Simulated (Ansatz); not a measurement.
Crystals of one structure type (zinc blende) and one family of elements, relaxed and computed with DFT-r²SCAN in the program Ansatz with PAW potentials.

| crystal | gap (eV) | electron conductivity mass (mₑ) |
|---|---|---|
| CdSe | 1.04 | 0.093 |
| CdTe | 1.16 | 0.090 |
| CdS | 1.54 | ? |
| ZnSe | 1.87 | 0.12 |
| ZnS | 2.70 | 0.19 |

Task: Fit a straight line to ln m* against ln E_g and predict the withheld value.

Result: Least squares on the 4 shown rows: ln m* = 0.75 × ln E_g + (-2.480), with a scatter of 8 %. For CdS this gives 0.12. The run itself gave 0.15, outside the scatter: the line misses something about this case.

All cells were relaxed under the symmetry of their starts (and spin orders); stability against distortions was not tested throughout. Scalar-relativistic: spin–orbit coupling is off unless named, which matters more the heavier the elements.

Potentials: the later of the program's two PAW sets.
